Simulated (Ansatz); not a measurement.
YAl$_{2}$:
```xyz
6
Lattice="0.0000 3.8686 3.8686 3.8686 0.0000 3.8686 3.8686 3.8686 0.0000" Properties=species:S:1:pos:R:3 pbc="T T T"
Y      1.9343     1.9343     1.9343
Y      0.0000     0.0000     0.0000
Al     2.9015     4.8358     2.9015
Al     4.8358     4.8358     4.8358
Al     4.8358     2.9015     2.9015
Al     2.9015     2.9015     4.8358
```

This is the LDA-relaxed structure.

Task: All from LDA (plane waves, PAW; program Ansatz), unless another level is named. Predict the bulk modulus (Birch–Murnaghan fit).

Result: 88.2 GPa.

Task: What about the elastic constants (relaxed ions, GPa)?

Result: C11 = 189, C12 = 37.6, C44 = 63.7.

Task: Next, the highest zone-centre frequency?

Result: 402 cm^-1.

Space group Fd-3m (cubic Laves (MgCu2 type)). The first step of the workflow began from a Materials Project structure, measured or hypothetical; the Crystallography Open Database copy checked does not list it. Its standing as an ambient phase is unchecked. The LDA relaxation kept the symmetry of its start; its stability against distortions is not shown here. No spin polarisation was allowed. As this level gives no gap, shear constants depend on the k-mesh and smearing (Fermi–Dirac, 0.1 eV here). As this level gives no gap, phonon frequencies hold no LO–TO term and depend on the k-mesh and smearing (Fermi–Dirac, 0.1 eV here).

Potentials: the later of the program's two PAW sets.
